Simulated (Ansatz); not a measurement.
# Calculated quadrupolar parameters for CdGeAs2

The cell is a computed structure from the Materials Project (it need not be an observed phase), taken as it stands.

Space group I-42d (No. 122); a = 5.9777, c = 11.3286 Å.

```csv
site,Wyckoff,site symmetry,x,y,z
Cd,4b,-4..,0.5000,0.0000,0.2500
Ge,4a,-4..,0.0000,0.0000,0.0000
As,8d,.2.,0.2212,0.7500,0.1250
```

One atom of each set is listed; the run and its k-mesh use a cell of 8 atoms with edges of 7.07, 7.07, 7.07 Å.

Computed with Ansatz: DFT, PBE, plane waves and PAW, scalar-relativistic, 420 eV cutoff, Γ-centred 7×7×7 k-points, Fermi–Dirac smearing 0.02 eV.

C_Q = eQV_zz/h, which is 24.18 MHz for Q = 1 b and V_zz = 10²¹ V/m²; η = (V_xx − V_yy)/V_zz.

⁷³Ge: I = 9/2, Q = -196.0 mb; 75As: I = 3/2, Q = 311.0 mb. Nuclear quadrupole moments: year-2017 set (Pyykkö).

```tsv
site	atoms	first shell	V_xx, V_yy, V_zz (10²¹ V/m²)	η	C_Q (MHz)
Cd	2	4 As at 2.65 Å	-2.05, -2.05, 4.10	0.00	–
Ge	2	4 As at 2.45 Å	-0.15, -0.15, 0.30	0.00	-1.41
As	4	2 Ge at 2.45 Å, 2 Cd at 2.65 Å	2.03, 13.77, -15.80	0.74	-119
```

An axis of threefold or higher order runs through Cd and Ge, so V_zz lies along it and η is zero.

Cd has no stable isotope with a ground-state quadrupole moment in the table, so no C_Q is given.

Without spin–orbit coupling (the program notes it for Cd) the gradients can shift somewhat, as the gap is small. With a gap of 0.15 eV under a smearing of 0.02 eV the band edges are partly filled, so small gradients can hang on the smearing and the k-mesh.

Hardware: 1 thread of Arm Neoverse V2 (aarch64; 8 cores open to the job, memory cap 3.0 GiB, no GPU), a shared host with a load of 0.6 a core. Wall time 75 s, CPU time 75 s, peak memory 0.74 GiB.
